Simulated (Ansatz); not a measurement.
# NaCl at several levels of theory

One geometry, relaxed with PBE, and single points on it; plane waves with PAW potentials in Ansatz, scalar-relativistic unless the row names spin-orbit coupling. No spin polarisation. Meshes are on the primitive cell of 2 atoms. Gaps are the least over mesh and band path; pressure is positive in compression. Smearing is Gaussian, 0.02 eV.

```cif
data_structure
_symmetry_space_group_name_H-M 'Fm-3m'
_symmetry_Int_Tables_number 225
_cell_length_a 5.6942
_cell_length_b 5.6942
_cell_length_c 5.6942
_cell_angle_alpha 90.000
_cell_angle_beta 90.000
_cell_angle_gamma 90.000
_cell_volume 184.63
loop_
_atom_site_label
_atom_site_type_symbol
_atom_site_symmetry_multiplicity
_atom_site_Wyckoff_symbol
_atom_site_fract_x
_atom_site_fract_y
_atom_site_fract_z
_atom_site_occupancy
Na1 Na 4 a 0.00000 0.00000 0.00000 1
Cl1 Cl 4 b 0.50000 0.00000 0.00000 1
```

```json
{"level": "PBE", "cutoff (eV)": "420", "k mesh": "8×8×8", "gap (eV)": "5.00", "pressure (GPa)": "0.0", "rough cost with bands (core-min)": "0.16"}
```

Task: What do r2SCAN, PBEsol give on the same cell?

Result:
```json
{"level": "r2SCAN", "cutoff (eV)": "500", "k mesh": "8×8×8", "gap (eV)": "5.78", "pressure (GPa)": "-1.1", "rough cost with bands (core-min)": "0.22"}
{"level": "PBEsol", "cutoff (eV)": "420", "k mesh": "8×8×8", "gap (eV)": "4.83", "pressure (GPa)": "-1.1", "rough cost with bands (core-min)": "0.17"}
```